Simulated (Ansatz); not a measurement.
Pb (Fm-3m): electronic heat capacity and spin susceptibility from the density of states

Method: DFT PBE+D3(BJ), scalar-relativistic, plane waves, PAW in Ansatz.

Settings: cutoff 420 eV, Γ-centred mesh 14×14×14 on the computed 1-atom cell, Gaussian smearing of 0.10 eV; no spin polarisation.

Relaxed cell: Fm-3m, a = 4.959 Å, b = 4.959 Å, c = 4.959 Å, α = 90.00°, β = 90.00°, γ = 90.00°, 1 atom in the primitive cell.

The density of states at the Fermi level is 0.511 states/eV in the cell of 1 atom (1 formula unit; both spins, tetrahedra on a 21×21×21 mesh).

Problem. What Sommerfeld coefficient and Pauli susceptibility does this give?

Solution. Per formula unit N(E_F) = 0.511 states/eV. γ = (π²/3) k_B² N(E_F) N_A = 2.357 mJ/(mol K²) per state/eV, so γ = 1.2 mJ/(mol K²), a mole of formula units. χ_P = μ_B² N(E_F) N_A = 3.23×10⁻⁵ emu/mol per state/eV gives 1.7×10⁻⁵ emu/mol. This is the bare band result: a measured γ of the same phase is as a rule larger by a factor 1 + λ from phonons and spin fluctuations, the spin part of χ is larger by the Stoner factor, and a measured χ also holds orbital and core terms. N(E_F) at one energy is sensitive to the mesh where the density of states has sharp peaks.

Spin-orbit coupling is left out, which matters for the bands of heavy elements.

Cost: 1 run of about 0.14 core-minutes, on Arm Neoverse V1 (shared hosts).